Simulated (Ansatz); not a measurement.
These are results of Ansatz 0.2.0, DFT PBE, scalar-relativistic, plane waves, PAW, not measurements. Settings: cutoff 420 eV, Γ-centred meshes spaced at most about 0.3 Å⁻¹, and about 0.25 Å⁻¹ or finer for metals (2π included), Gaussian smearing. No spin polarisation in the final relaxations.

Temperature and zero-point effects are left out.

Two relaxed structures of SiGe3:

A. Space group P6/mmm (No. 191), hexagonal, a = 2.829 Å, c = 10.556 Å. Si has 2 Ge at 2.57 Å and 6 Si at 2.83 Å; Ge on a site of symmetry 6mm has 1 Si at 2.57 Å and 7 Ge at 2.71–2.83 Å; Ge on a site of symmetry 6/mmm is surrounded by 8 Ge at 2.71–2.83 Å.

B. Space group P-6m2 (No. 187), hexagonal, a = 2.955 Å, c = 9.640 Å. Si is surrounded by 6 Ge at 2.85 Å and 6 Si at 2.96 Å; Ge on a site of symmetry -6m2 has 12 Ge at 2.96–3.06 Å; around Ge on a site of symmetry 3m lie 3 Si at 2.85 Å and 9 Ge at 2.96–3.06 Å.

Problem. Which is lower in energy, and by how much?

Solution. A is lower, by 119 meV/atom. A has space group P6/mmm (No. 191), 18.3 Å³/atom and no gap on its mesh; B has Si and Ge ordered on hcp sites, space group P-6m2 (No. 187), 18.2 Å³/atom and no gap. Counting Ge atoms around Si (those within 1.25 times the shortest such distance or 1.15 times the sum of covalent radii, 1.27 where that leaves under three; the shortest distance is added where it exceeds 1.18 times the sum of covalent radii), A has Si 2 and B has Si 6 from 2.8 Å. Even the lower one lies +0.30 eV/atom against the reference forms of the elements (uncorrected), so neither is stable at this level. Both come from invented guesses. A third cell relaxed alike, in P-4m2, lies 281 meV/atom below the lower of the two.

Cells relaxed within their symmetry can be saddle points.
